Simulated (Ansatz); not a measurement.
Cu Kα1 powder pattern (kinematic, no thermal factors).
```tsv
2θ (°)	relative intensity
19.92	4
28.32	31
34.87	98
40.48	100
45.51	2
50.14	9
58.59	58
66.33	3
70.02	33
73.63	18
80.67	4
87.57	8
```

The pattern is computed from a structure relaxed with DFT PBE, scalar-relativistic, plane waves, PAW in Ansatz 0.2.0. No spin polarisation. Its elements are F, Na, S.

Give the structure.

Na3SF.
Space group Pm-3m (No. 221). a = 4.453 Å, b = 4.453 Å, c = 4.453 Å, α = 90.00°, β = 90.00°, γ = 90.00°
```json
{"atom": "Na", "site": "3d", "symmetry": "4/mm.m", "x": "0.5000", "y": "0.0000", "z": "0.0000"}
{"atom": "S", "site": "1b", "symmetry": "m-3m", "x": "0.5000", "y": "0.5000", "z": "0.5000"}
{"atom": "F", "site": "1a", "symmetry": "m-3m", "x": "0.0000", "y": "0.0000", "z": "0.0000"}
```

A pattern alone doesn't exclude other cells with like lines; this is the one computed.

The cell was found from a structure generator's guess, not taken from experiment.
